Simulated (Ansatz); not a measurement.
Here is an unrelaxed guess for Ga4TeO.

Space group P-6m2 (No. 187). a = 3.596 Å, b = 3.596 Å, c = 9.265 Å, α = 90.00°, β = 90.00°, γ = 120.00°
```csv
atom,site,symmetry,x,y,z
Ga,2g,3m.,0.0000,0.0000,0.7072
Ga,2i,3m.,0.6667,0.3333,0.7986
Te,1a,-6m2,0.0000,0.0000,0.0000
O,1f,-6m2,0.6667,0.3333,0.5000
```

The calculation used DFT PBE, scalar-relativistic, plane waves, PAW in Ansatz. Settings: cutoff 420 eV, Γ-centred mesh 6×6×2 on the computed 6-atom cell, Gaussian smearing of 0.10 eV; no spin polarisation.

The zero of energy is the elements' standard structures at the same level (O₂ as a molecule); no fitted shifts are applied.

Question: What does a single point on this coarse mesh give?

Answer: The pressure is 25.0 GPa (the mean over three directions, positive in compression), the largest force is 5.64 eV/Å, and the energy is +0.75 eV/atom against the elements. The shortest distance is 2.24 Å.

Question: Is it a good guess?

Answer: A rough one: relaxing gains about 0.95 eV/atom (the start's value is from the coarse mesh, so the gain is rough) in 39 ionic steps and ends at −0.20 eV/atom on the finer mesh. The symmetry stays P-6m2 (No. 187). The volume per atom grows by 13.1 %, from 17.3 to 19.6 Å³. The shortest distance goes from 2.24 Å (Ga–Ga) to 2.32 Å (Ga–O). The ratio c/a of the conventional cell changes by a factor of 1.74. Conventional cell: a = 3.118 Å, c = 13.946 Å. Ga on its first site is surrounded by 3 O at 2.32 Å, 1 Ga at 2.92 Å and 9 Ga at 3.12 Å; Te is surrounded by 6 Te at 3.12 Å and 6 Ga at 3.47 Å; O has 6 Ga at 2.32 Å; 1 more site not described.

The last run used a 12×12×4 mesh (in the run's order of axes) for its 6-atom cell and Gaussian smearing of 0.10 eV. These runs have no spin–orbit coupling, which can matter for Te. The reference form of Te is held partly by dispersion forces, which this level lacks. The relaxation can't lower the symmetry of the start, and the grade says only how near the guess is to its own end. A structure relaxed within its symmetry needn't be a true minimum. Another cell of Ga4TeO relaxed alike, in Cmmm, lies 66 meV/atom lower, so this cell isn't the stable form at this level.
